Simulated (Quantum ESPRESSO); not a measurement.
## GaScSn3Ta2Li (input and log of a self-consistent run)

Computed values, not a measurement. The program is pw.x of Quantum ESPRESSO 7.5 (plane-wave density functional theory). The cell is made up: eight metal atoms on a face-centred cubic lattice, with elements, volume, strain and displacements drawn at random and not relaxed, so it may be unstable or far from any real phase. PseudoDojo standard norm-conserving files set the functional (PBE unless stated); there is no spin polarisation or spin-orbit coupling, the Fermi-Dirac width of 0.25 eV means electrons at about 2900 K, and the masses in the input are unused placeholders. The tin pseudopotential is less sure than most, with forces differing by about three percent from a second method on plain tin. Heavy elements are run without spin-orbit coupling, which real alloys of them have. A spin test at this wide smearing found no moment, but such smearing suppresses magnetism that the real alloy may have.

Input:

```
&control calculation='scf', pseudo_dir='./dojo.nc.sr.pbe.v0_5.standard.upf', outdir='./o', disk_io='minimal', tprnfor=.true., tstress=.true. /
&system ibrav=0, nat=8, ntyp=5, nbnd=60, ecutwfc=79.96652505, nosym=.true., tot_charge=0,
 occupations='smearing', smearing='fd', degauss=0.0183746611
/
&electrons conv_thr=1.470e-08, electron_maxstep=70, mixing_beta=0.5 /
ATOMIC_SPECIES
Ga 1.0 Ga.upf
Li 1.0 Li.upf
Sc 1.0 Sc.upf
Sn 1.0 Sn.upf
Ta 1.0 Ta.upf
CELL_PARAMETERS angstrom
2.1615 4.3229 2.1615
2.1615 -4.3229 2.1615
4.3229 0.0 -4.3229
ATOMIC_POSITIONS angstrom
Ga -0.0005 -0.1152 -0.0442
Sc 2.2306 0.1543 -2.0966
Sn 2.1312 -2.2836 0.0799
Ta 4.3094 -2.1494 -2.1171
Ta 2.0852 2.0095 0.0921
Sn 4.3168 2.1974 -2.2714
Sn 2.1123 -0.0375 2.2589
Li 4.414 0.0625 -0.1107
K_POINTS automatic
5 5 4 1 1 1
```

The log is shortened where brackets say so; the opening notice, blank lines, dates and the lines on written files are dropped, and the path of the files is cut. It prints rydbergs, bohrs and kilobars, and counts compression as positive stress. Its total energy is the free energy E - TS of the whole cell.

```
     Program PWSCF v.7.5
     Parallel version (MPI & OpenMP), running on       4 processor cores
     Number of MPI processes:                 4
     Threads/MPI process:                     1
     [start-up lines left out]
     bravais-lattice index     =            0
     lattice parameter (alat)  =      10.0051  a.u.
     unit-cell volume          =    1090.3407 (a.u.)^3
     number of atoms/cell      =            8
     number of atomic types    =            5
     number of electrons       =        95.00
     number of Kohn-Sham states=           60
     kinetic-energy cutoff     =      79.9665  Ry
     charge density cutoff     =     319.8661  Ry
     scf convergence threshold =      1.5E-08
     mixing beta               =       0.5000
     number of iterations used =            8  plain     mixing
     Exchange-correlation= PBE
                           (   1   4   3   4   0   0   0)
     [axes and pseudopotential details left out]
   Cartesian axes
     site n.     atom                  positions (alat units)
         1        Ga     tau(   1) = (  -0.0000944  -0.0217585  -0.0083483  )
         2        Sc     tau(   2) = (   0.4213059   0.0291435  -0.3959966  )
         3        Sn     tau(   3) = (   0.4025317  -0.4313163   0.0150912  )
         4        Ta     tau(   4) = (   0.8139405  -0.4059692  -0.3998685  )
         5        Ta     tau(   5) = (   0.3938434   0.3795455   0.0173954  )
         6        Sn     tau(   6) = (   0.8153381   0.4150352  -0.4290120  )
         7        Sn     tau(   7) = (   0.3989619  -0.0070828   0.4266511  )
         8        Li     tau(   8) = (   0.8336969   0.0118047  -0.0209085  )
     number of k points=    50  Fermi-Dirac smearing, width (Ry)=  0.0184
                       cart. coord. in units 2pi/alat
        k(    1) = (   0.1990197   0.0000000   0.0459255), wk =   0.0400000
        k(    2) = (   0.3521140   0.0000000  -0.1071688), wk =   0.0400000
     [further k points left out]
     Dense  grid:   105379 G-vectors     FFT dimensions: (  60,  60,  72)
     Estimated max dynamical RAM per process >     342.05 MB
     Estimated total dynamical RAM >       1.26 GB
     Initial potential from superposition of free atoms
     starting charge      94.9837, renormalised to      95.0000
     Starting wfcs are   68 randomized atomic wfcs
     total cpu time spent up to now is        6.5 secs
     per-process dynamical memory:   263.0 Mb
     Self-consistent Calculation
     iteration #  1     ecut=    79.97 Ry     beta= 0.50
     Davidson diagonalization with overlap
     ethr =  1.00E-02,  avg # of iterations =  2.5
     Threshold (ethr) on eigenvalues was too large:
     Diagonalizing with lowered threshold
     Davidson diagonalization with overlap
     ethr =  3.52E-04,  avg # of iterations =  4.4
     total cpu time spent up to now is       33.2 secs
     total energy              =    -997.16308377 Ry
     estimated scf accuracy    <       0.36453224 Ry
     iteration #  2     ecut=    79.97 Ry     beta= 0.50
     Davidson diagonalization with overlap
     ethr =  3.84E-04,  avg # of iterations =  7.7
     total cpu time spent up to now is       49.3 secs
     total energy              =    -997.16198223 Ry
     estimated scf accuracy    <       1.26401594 Ry
     iteration #  3     ecut=    79.97 Ry     beta= 0.50
     Davidson diagonalization with overlap
     ethr =  3.84E-04,  avg # of iterations =  7.2
     total cpu time spent up to now is       65.1 secs
     total energy              =    -997.27586543 Ry
     estimated scf accuracy    <       0.31546466 Ry
     iteration #  4     ecut=    79.97 Ry     beta= 0.50
     Davidson diagonalization with overlap
     ethr =  3.32E-04,  avg # of iterations =  2.0
     total cpu time spent up to now is       76.5 secs
     total energy              =    -997.30984061 Ry
     estimated scf accuracy    <       0.06814365 Ry
     iteration #  5     ecut=    79.97 Ry     beta= 0.50
     Davidson diagonalization with overlap
     ethr =  7.17E-05,  avg # of iterations =  2.0
     total cpu time spent up to now is       88.4 secs
     total energy              =    -997.31591556 Ry
     estimated scf accuracy    <       0.00479081 Ry
     [iterations 6 to 7 left out]
     iteration #  8     ecut=    79.97 Ry     beta= 0.50
     Davidson diagonalization with overlap
     ethr =  2.23E-07,  avg # of iterations =  2.6
     total cpu time spent up to now is      129.4 secs
     total energy              =    -997.31669529 Ry
     estimated scf accuracy    <       0.00003038 Ry
     iteration #  9     ecut=    79.97 Ry     beta= 0.50
     Davidson diagonalization with overlap
     ethr =  3.20E-08,  avg # of iterations =  2.4
     total cpu time spent up to now is      141.5 secs
     total energy              =    -997.31669845 Ry
     estimated scf accuracy    <       0.00000250 Ry
     iteration # 10     ecut=    79.97 Ry     beta= 0.50
     Davidson diagonalization with overlap
     ethr =  2.63E-09,  avg # of iterations =  4.7
     total cpu time spent up to now is      155.6 secs
     total energy              =    -997.31669893 Ry
     estimated scf accuracy    <       0.00000020 Ry
     iteration # 11     ecut=    79.97 Ry     beta= 0.50
     Davidson diagonalization with overlap
     ethr =  2.16E-10,  avg # of iterations =  3.1
     total cpu time spent up to now is      168.6 secs
     total energy              =    -997.31669897 Ry
     estimated scf accuracy    <       0.00000005 Ry
     iteration # 12     ecut=    79.97 Ry     beta= 0.50
     Davidson diagonalization with overlap
     ethr =  5.21E-11,  avg # of iterations =  3.0
     total cpu time spent up to now is      180.9 secs
     End of self-consistent calculation
     [lines on levels left out]
!    total energy              =    -997.31669897 Ry
     estimated scf accuracy    <          8.7E-09 Ry
     smearing contrib. (-TS)   =      -0.09730297 Ry
     internal energy E=F+TS    =    -997.21939600 Ry
     The total energy is F=E-TS. E is the sum of the following terms:
     one-electron contribution =    -300.41479296 Ry
     hartree contribution      =     206.51349728 Ry
     xc contribution           =    -253.09764964 Ry
     ewald contribution        =    -650.22045068 Ry
     convergence has been achieved in  12 iterations
     Forces acting on atoms (cartesian axes, Ry/au):
     atom    1 type  1   force =     0.00906474    0.00097395    0.01270057
     atom    2 type  3   force =    -0.01092034   -0.05340766   -0.01439707
     atom    3 type  4   force =     0.02885611    0.02565109   -0.04041647
     atom    4 type  5   force =    -0.00201833    0.00028908   -0.02537463
     atom    5 type  5   force =     0.01232132    0.03128856    0.00443431
     atom    6 type  4   force =    -0.02654569   -0.00992164    0.07391513
     atom    7 type  4   force =    -0.00267593    0.01145748   -0.02852539
     atom    8 type  2   force =    -0.00808187   -0.00633088    0.01766354
     Total force =     0.126420     Total SCF correction =     0.000294
     Computing stress (Cartesian axis) and pressure
          total   stress  (Ry/bohr**3)                   (kbar)     P=       15.52
  -0.00005285   0.00001566   0.00013845           -7.77        2.30       20.37
   0.00001566   0.00046516  -0.00006137            2.30       68.43       -9.03
   0.00013845  -0.00006137  -0.00009572           20.37       -9.03      -14.08
     init_run     :      6.12s CPU      6.33s WALL (       1 calls)
     electrons    :    173.59s CPU    174.37s WALL (       1 calls)
     forces       :      2.11s CPU      2.13s WALL (       1 calls)
     stress       :      7.62s CPU      7.80s WALL (       1 calls)
     [timing details left out]
     PWSCF        :   3m 9.66s CPU   3m10.86s WALL
     JOB DONE.
```

In other units: free energy -13569.185 eV for the cell, pressure 1.55 GPa, largest force component 1.900 eV/Å in size. The run took 193 s of wall time with four MPI processes on a shared machine (Intel Xeon, 2023 or later, virtual cores), so the time is rough. A rerun of this cell at a higher cutoff and on a denser mesh moved values by no more than 0.005 eV in energy, 0.05 GPa in stress and 0.007 eV/Å in force, and a second program with other atomic files agreed on that cell to 2 % rms in force and 0.5 GPa in pressure.